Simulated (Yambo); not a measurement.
Absorption of AgNO$_{3}$ (space group R3c, No. 161) with and without the electron-hole interaction (Yambo, PBEsol bands; 4×4×4 mesh, 20 valence and 6 conduction bands, static screening with 87 bands and a 3 Ry block, scissor 2.47 eV, Tamm-Dancoff; field along x). Axes are Cartesian, with cell vectors (Å) (2.58, 1.49, 5.44), (-2.58, 1.49, 5.44), (0.00, -2.97, 5.44).

```tsv
E (eV)	Im ε, BSE	Im ε, independent quasiparticles
2.05	0.08	0.05
2.15	0.08	0.05
2.25	0.09	0.05
2.35	0.10	0.05
2.45	0.11	0.06
2.55	0.12	0.06
2.65	0.14	0.06
2.75	0.15	0.07
2.85	0.18	0.07
2.95	0.20	0.08
3.05	0.24	0.09
3.15	0.30	0.09
3.25	0.38	0.10
3.35	0.52	0.11
3.45	0.74	0.12
3.55	0.88	0.13
3.65	1.08	0.15
3.75	1.61	0.17
3.85	2.64	0.19
3.95	3.51	0.22
4.05	3.86	0.27
4.15	5.08	0.33
4.25	5.31	0.42
4.35	4.08	0.57
4.45	3.18	0.73
4.55	2.72	0.92
4.65	2.50	1.31
4.75	2.33	1.91
4.85	2.40	2.48
4.95	2.73	3.16
5.05	3.02	4.16
5.15	3.02	4.98
5.25	2.90	4.87
5.35	2.63	4.49
5.45	2.17	4.41
5.55	1.81	4.42
5.65	1.74	3.84
5.75	1.91	3.36
5.85	2.27	3.19
5.95	2.36	3.01
6.05	2.29	2.71
6.15	2.16	2.55
6.25	2.14	2.75
6.35	2.40	3.05
6.45	2.80	3.17
6.55	3.03	3.27
6.65	2.85	3.13
6.75	2.77	2.78
6.85	3.01	2.53
6.95	3.31	2.61
7.05	3.42	2.88
7.15	3.31	3.17
7.25	3.21	3.31
7.35	3.16	3.30
7.45	3.10	3.58
7.55	3.11	3.77
7.65	3.15	3.83
7.75	3.32	3.98
7.85	3.47	3.86
7.95	3.47	3.63
8.05	3.11	3.60
8.15	2.78	3.71
8.25	2.66	3.53
8.35	2.66	3.44
8.45	2.51	3.35
8.55	2.33	3.07
8.65	2.41	2.69
8.75	2.69	2.32
8.85	2.71	2.04
8.95	2.37	1.85
```

The scissor comes from a G0W0 run whose convergence isn't established. Broadening 0.15 eV. The band window holds all transitions up to 10.3 eV. Fine structure above the onset can come from the mesh.

Spin-orbit splittings are left out.

Geometry of the Materials Project entry, not relaxed at this level; primitive cell a = b = c = 6.202 Å, α = β = γ = 49.09°.

The structure is a Materials Project entry; no match was found in the copy of COD used, and its stability was not checked.
